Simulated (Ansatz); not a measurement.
The cell below belongs to a search over invented structures; it isn't taken from experiment.

Input and command of a plane-wave DFT calculation in Ansatz:

```yaml
crystal:
  lattice:
    - [7.14281532, 0.0, 0.0]
    - [-3.57140766, 6.18585952, 0.0]
    - [0.0, 0.0, 5.99996487]
  atoms:
    - { symbol: Na, position: [0.83333333, 0.66666667, 0.75] }
    - { symbol: Na, position: [0.33333333, 0.16666667, 0.75] }
    - { symbol: Na, position: [0.83333333, 0.16666667, 0.75] }
    - { symbol: Na, position: [0.16666667, 0.33333333, 0.25] }
    - { symbol: Na, position: [0.66666667, 0.83333333, 0.25] }
    - { symbol: Na, position: [0.16666667, 0.83333333, 0.25] }
    - { symbol: Ga, position: [0.33333333, 0.66666667, 0.75] }
    - { symbol: Ga, position: [0.66666667, 0.33333333, 0.25] }
    - { symbol: C, position: [0.0, 0.0, 0.0], spin: 1.11 }
    - { symbol: C, position: [0.0, 0.0, 0.5], spin: 1.11 }
basis:
  ecutwfc: 420
kpoints:
  mp_grid: { grid: [6, 6, 6] }
hamiltonian:
  xc: pbe
scf:
  occupations: { method: gaussian, width: 0.1 }
output:
  forces: true
  stress: true
  eigenvalues: true
  populations: true
magnetization:
  spin_polarized: true
relax:
  adjacent_minimum: "off"
  f_tol: 0.01
  max_steps: 80
  cell: { stress_tol: 0.05 }
```

```bash
ansatz run input.yaml --threads 1 --pin off --max-ram 2560MiB --backend cpu --events-out ev --progress --plain --runs-dir out
```

Processor: Intel(R) Xeon(R) 6975P-C (Granite Rapids), 1 thread, on a host shared with other jobs.

Estimate time, memory and problem size.

About 17 min, peak memory 1 GiB. It solves 56 bands at 28 k points (after reduction by symmetry) with about 5115 plane waves (on the last cell), in 330 SCF iterations over 27 ionic steps.
